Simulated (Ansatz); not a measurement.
YN (rock salt)

```
YN
1.0
    0.00000     2.45292     2.45292
    2.45292     0.00000     2.45292
    2.45292     2.45292     0.00000
N Y
1 1
Direct
  0.00000   0.00000   0.00000
  0.50000   0.50000   0.50000
```

The slice is a {100} plane (indices of the conventional cell) through the point (0.000, 0.000, 0.000) (fractional), spanned by u = [100] and v = [0 1 -1] in vectors of this cell: u (3.47 Å) and v (3.47 Å, at 90° to u). It covers one period; positions are fractions (u, v).

Computed with PBE (plane waves to 420 eV, PAW, scalar-relativistic; Ansatz, a quantum-chemistry and plane-wave program). k mesh 12×12×12. These are valence fields of a PAW run, semicore shells included where kept as valence: close to a nucleus they are smooth pseudo fields. YN is run without spin polarisation. YN was relaxed with its symmetry unable to fall.

Task: What is the ELF at the density minimum of the shortest N–Y line in this plane (2.45 Å)?

Result: 0.2.

Task: What is the valence density on the shortest N–Y line in this plane (2.45 Å), at its minimum between the atoms?

Result: 0.34 e/Å³.

Task: Sketch the electrostatic potential energy of an electron, from the cell's mean on this plane as a map.

Result: 
```
|xxxxxxxxxx@@@%%%%%%%@@@xxxxxxxxx|
|xxxxxxxxxx@@%%#####%%@@xxxxxxxxx|
|xxxxxxxxx%%%#**+++**#%%%xxxxxxxx|
|xxxxxxxxx%#**+=---=+**#%xxxxxxxx|
|xxxxxxxx##*=-:.. ..:-=*##xxxxxxx|
|xxxxxxxx*+=:         :=+*xxxxxxx|
|xxxxxxx*+-.   xxxxx   .-+*xxxxxx|
|xxxxx#*+-   xxxxxxxxx   -+*#xxxx|
|xxx%%#+-  xxxxxxxxxxxxx  -+#%%xx|
|@@@%#*=. xxxxxxxxxxxxxxx .=*#%@@|
|@@@%*=:  xxxxxxxxxxxxxxx  :=*%@@|
|@@%#+-  xxxxxxxxxxxxxxxxx  -+#%@|
|@%%*+:  xxxxxxxxxxxxxxxxx  :+*%%|
|%%#*=. xxxxxxxxxxxxxxxxxxx .=*#%|
|%%#+-. xxxxxxxxxxxxxxxxxxx .-+#%|
|%##+-  xxxxxxxxxxxxxxxxxxx  -+##|
|%%#+-. xxxxxxxxxxxxxxxxxxx .-+#%|
|%%#*=. xxxxxxxxxxxxxxxxxxx .=*#%|
|@%%*+:  xxxxxxxxxxxxxxxxx  :+*%%|
|@@%#+-  xxxxxxxxxxxxxxxxx  -+#%@|
|@@@%*=:  xxxxxxxxxxxxxxx  :=*%@@|
|@@@%#*=. xxxxxxxxxxxxxxx .=*#%@@|
|xxx%%#+-  xxxxxxxxxxxxx  -+#%%xx|
|xxxxx#*+-   xxxxxxxxx   -+*#xxxx|
|xxxxxxx*+-.   xxxxx   .-+*xxxxxx|
|xxxxxxxx*+=:         :=+*xxxxxxx|
|xxxxxxxx##*=-:.. ..:-=*##xxxxxxx|
|xxxxxxxxx%#**+=---=+**#%xxxxxxxx|
|xxxxxxxxx%%%#**+++**#%%%xxxxxxxx|
|xxxxxxxxxx@@%%#####%%@@xxxxxxxxx|
|xxxxxxxxxx@@@%%%%%%%@@@xxxxxxxxx|
|xxxxxxxxxx@@@@%%%%%@@@@xxxxxxxxx|
```
Scale: ten equal steps from 1.00 (start of ' ') to 9.47 (end of '@'), in the order ' .:-=+*#%@'. Values: electrostatic potential energy of an electron, from the cell's mean, in eV. The map has 32 points along u (one character each, u = 0 at the left) and 32 along v (v = 0 in the bottom row). Points within 1 Å of a nucleus are blanked (x), as the pseudised field means little there. Values under 1 eV are set to 1. The zero, the cell's mean, hangs on the PAW cores.
